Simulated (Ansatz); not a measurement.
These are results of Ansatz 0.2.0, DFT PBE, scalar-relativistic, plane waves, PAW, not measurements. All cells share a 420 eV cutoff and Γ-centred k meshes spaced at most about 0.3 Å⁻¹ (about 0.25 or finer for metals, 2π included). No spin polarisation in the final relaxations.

Temperature and zero-point effects are left out.

Two forms of Ga2Te2O were relaxed alike.

A.

```
Ga Te O
1.0
     4.78492    0.00000    0.00000
    -2.39246    4.14386    0.00000
     0.00000    0.00000    7.36425
Ga Te O
2 2 1
Direct
  0.33333 0.66667 0.50000
  0.66667 0.33333 0.50000
  0.00000 0.00000 0.27594
  0.00000 0.00000 0.72406
  0.00000 0.00000 0.00000
```

B.

```
Ga Te O
1.0
    -2.03624    2.03624    6.90086
     2.03624   -2.03624    6.90086
     2.03624    2.03624   -6.90086
Ga Te O
2 2 1
Direct
  0.25000 0.75000 0.50000
  0.75000 0.25000 0.50000
  0.61251 0.61251 0.00000
  0.38749 0.38749 0.00000
  0.00000 0.00000 0.00000
```

Problem. Which form is favoured at zero pressure, and by what margin per atom?

Solution. A is lower, by 0.34 eV/atom. A has space group P6/mmm (No. 191), 29.2 Å³/atom and no gap on its mesh; B has space group I4/mmm (No. 139), 22.9 Å³/atom and no gap. Counting O or Te atoms around Ga (for each partner element, those within 1.25 times its shortest distance or 1.15 times the sum of covalent radii, where it is the nearest in units of that sum or under 1.3; the shortest distance is added where it is long for a bond), A has Ga 6 from 3.2 Å and B has Ga 4. The lower one is the more open, so pressure narrows the difference. In A, around Ga lie 3 Ga at 2.76 Å and 6 Te at 3.22 Å; Te has 1 O at 2.03 Å and 6 Ga at 3.22 Å; around O lie 2 Te at 2.03 Å. In B, Ga has 4 Te at 2.78 Å and 4 Ga at 2.88 Å; Te is surrounded by 4 Ga at 2.78 Å, 1 Te at 3.11 Å and 4 O at 3.27 Å; O has 8 Te at 3.27 Å (long contacts). Both come from invented guesses. A third cell relaxed alike, in P6/mmm, lies 168 meV/atom below the lower of the two.

These runs have no spin–orbit coupling, which can matter for Te. Cells relaxed within their symmetry can be saddle points.
